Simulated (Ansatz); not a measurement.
Frames from the relaxation of a relaxed Bi2Te3 cell, doubled along one cell vector, shaken by Gaussian noise of σ = 0.08 Å a coordinate, as extended XYZ (Å, eV, eV/Å, GPa with compression positive). Level of theory: r2SCAN (plane waves to 500 eV, PAW, scalar-relativistic; Ansatz, a quantum-chemistry and plane-wave program). Γ-centred k-mesh 6×3×6 on the run's cell (coarser than for final values), Fermi–Dirac smearing 0.05 eV.

```xyz
10
Lattice="2.2100 1.2759 10.7716 -4.4200 2.5519 21.5432 0.0000 -2.5519 10.7716" Properties=species:S:1:pos:R:3:forces:R:3 pbc="T T T" step=1 free_energy=-91625.091 pressure=0.5 accepted=T
Bi    -0.0692     0.0264    12.6455    0.3332   -0.2490    1.0051
Bi    -2.1799     1.1881    23.4992   -0.6831    0.4919    0.7668
Bi     0.0655    -0.0253    19.5564    0.1408   -0.3374   -0.2167
Bi    -2.1372     1.2564    30.2862   -0.2593    0.0247   -0.2907
Te    -0.1279    -0.0611     0.0079    0.5552    0.0472   -0.1107
Te    -2.1910     1.2160    10.7105   -0.2804    0.1167    0.0953
Te    -0.0738    -0.0480     7.0184    0.3802    0.0590    0.0508
Te    -2.0813     1.1720    17.8927   -0.5768    0.3247   -0.3535
Te    -0.1137     0.0611    25.2090    0.3555   -0.4310    0.0035
Te    -2.2448     1.2304    36.1428    0.0348   -0.0469   -0.9499
10
Lattice="2.2360 1.2460 10.7752 -4.3587 2.4920 21.5271 0.0284 -2.5782 10.7796" Properties=species:S:1:pos:R:3:forces:R:3 pbc="T T T" step=3 free_energy=-91625.456 pressure=-0.2 accepted=T
Bi     0.0169    -0.0512    12.7842    0.0167   -0.0442    0.0601
Bi    -2.1513     1.1653    23.6275   -0.0433    0.0392   -0.0630
Bi     0.0816    -0.0836    19.4790   -0.0698   -0.0314    0.0190
Bi    -2.0927     1.1725    30.2098   -0.1015   -0.0242    0.0229
Te    -0.0295    -0.0471    -0.0156    0.0247    0.0215   -0.0188
Te    -2.2135     1.2041    10.7542    0.0344    0.0084   -0.0074
Te     0.0154    -0.0664     6.9775    0.0515    0.0100    0.0571
Te    -2.1634     1.1821    17.7310    0.0785   -0.0015    0.0485
Te     0.0295    -0.1029    25.3093    0.0526    0.0007   -0.0479
Te    -2.1534     1.1498    36.0864   -0.0438    0.0216   -0.0704
```

The path has 9 moves and ends in R-3m (No. 166) (AFLOW prototype A2B3_hR5_166_c_ac (C33, as in Bi2Te3)), 0.04 eV/atom below its start. Free energies are of the whole cell and compare only within this code, potentials and settings.  No spin polarisation in the result.
